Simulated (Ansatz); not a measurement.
ZrTa:
```cif
data_TaZr
_chemical_formula_sum 'Ta1 Zr1'
_space_group_name_H-M_alt 'P4/mmm'
_space_group_IT_number 123
_space_group_name_Hall '-P 4 2'
_cell_length_a 2.92756
_cell_length_b 2.92756
_cell_length_c 4.78263
_cell_angle_alpha 90.000
_cell_angle_beta 90.000
_cell_angle_gamma 90.000
loop_
_atom_site_label
_atom_site_type_symbol
_atom_site_symmetry_multiplicity
_atom_site_Wyckoff_symbol
_atom_site_fract_x
_atom_site_fract_y
_atom_site_fract_z
_atom_site_occupancy
Ta1 Ta 1 a 0.00000 0.00000 0.00000 1
Zr1 Zr 1 d 0.50000 0.50000 0.50000 1
```

Relaxed at zero pressure with plane-wave PAW r²SCAN (Ansatz code).

**Question.** The volume is lowered by 3 % and shape and atoms relax at that volume. What pressure results, and how do the axes share the change?

**Answer.** 4.2 GPa; a -1.4 %, b -1.4 %, c -0.3 %; the energy rises by 8 meV/atom.

**Question.** Give the new structure.

**Answer.** 
Space group P4/mmm (No. 123); a = 2.887 Å, b = 2.887 Å, c = 4.769 Å, α = 90.00°, β = 90.00°, γ = 90.00°

```tsv
atom	site	symmetry	x	y	z
Ta	1a	4/mmm	0.0000	0.0000	0.0000
Zr	1d	4/mmm	0.5000	0.5000	0.5000
```

The phase is kept; no other phase was compared at this pressure.

The start of the workflow was typed in or built on a structure type; neither database checked (COD, Materials Project) lists it. Its standing as an ambient phase is unchecked. Symmetry was held in the r²SCAN relaxation; whether a distortion lowers the energy is not shown. The run is not spin-polarised. Its formation energy is positive at this level, so the cell may be metastable or incomplete. Axis ratios of metals converge slowly with the k-mesh, so a and c are less sure than the volume. Scalar-relativistic: spin–orbit coupling is off unless named, which matters more the heavier the elements.

Potentials: the earlier of the program's two PAW sets.
